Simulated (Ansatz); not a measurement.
**Magnetic orders of WO**

Computed with DFT PBE+U, scalar-relativistic, plane waves, PAW (Ansatz).

```
CELL_PARAMETERS angstrom
2.92790 0.00000 0.00000
0.00000 2.92790 0.00000
0.00000 0.00000 2.92790
ATOMIC_POSITIONS crystal
W 0.00000 0.00000 0.00000
O 0.50000 0.50000 0.50000
```

```
plane-wave cutoff                                : 420 eV
Γ-centred k-mesh                                 : 14×14×14
occupation rule                                  : Gaussian smearing, 0.1 eV
U_eff on Löwdin-orthogonalised atomic d orbitals : W 6.2 eV
list of starting moments (μB, in atom order)     : 2.5 0
check for lower electronic states after the SCF  : on
```

Each order was relaxed in cell and atoms. A propagation vector, in units of the reciprocal vectors, doubles the cell, which takes an equally dense mesh. Spin–orbit coupling is left out, which for heavy magnetic ions can matter as much as these differences. Site moments are spin moments in atom-centred spheres that scale with the neighbour distance. The states are those that the runs reached from these starts; a lower one can exist.

Task: Starts tried: no spin; large parallel starting moments; antiferromagnetic, doubled cell, propagation vector (1/2, 1/2, 1/2). Which state comes out lowest, and what are the moments?

Result: The lowest state is antiferromagnetic, reached from the start “antiferromagnetic, doubled cell, propagation vector (1/2, 1/2, 1/2)”, with site moments (μB) W +2.63, W -2.63.

```csv
start,ends,energy above lowest (meV/atom),site moments (μB),gap on mesh (eV),volume (Å³/atom)
no spin,non-magnetic,96.7,none over 0.05,metal,12.55
large parallel starting moments,ferromagnetic,143,"W +3.00, O -0.26",metal,14.55
"antiferromagnetic, doubled cell, propagation vector (1/2, 1/2, 1/2)",antiferromagnetic,0.00,"W +2.63, W -2.63",metal,13.49
```

Cost: 3 runs of about 5.4 core-minutes in all, on Intel Xeon Processor @ 2.50GHz (Skylake/Cascade Lake) (shared hosts).